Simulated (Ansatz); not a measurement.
Q: LiNbO₃ in space group R3c (No. 161; Li on 6a, Nb on 6a, O on 18b) is relaxed with DFT-r²SCAN in the program Ansatz with PAW potentials. What lattice parameters of the conventional cell result?

A: a = 5.137 Å, c = 13.886 Å.

Q: Give the free coordinates with the occupied sites.

A: In one choice of origin and axes:

```csv
atom,site,symmetry,x,y,z
Li,6a,3.,0.0000,0.0000,0.2188
Nb,6a,3.,0.0000,0.0000,0.0007
O,18b,1,0.0102,0.3780,0.2711
```

Q: Is it a metal or does it have a gap at this level?

A: A gap of 4.01 eV, indirect.

Symmetry was held in the r²SCAN relaxation. The run is not spin-polarised. Spin–orbit coupling is left out wherever it is not named.

Potentials: the earlier of the program's two PAW sets. The files were generated under PBE; for other functionals the program regenerates the frozen cores, and for LDA and PBEsol the local potential too.
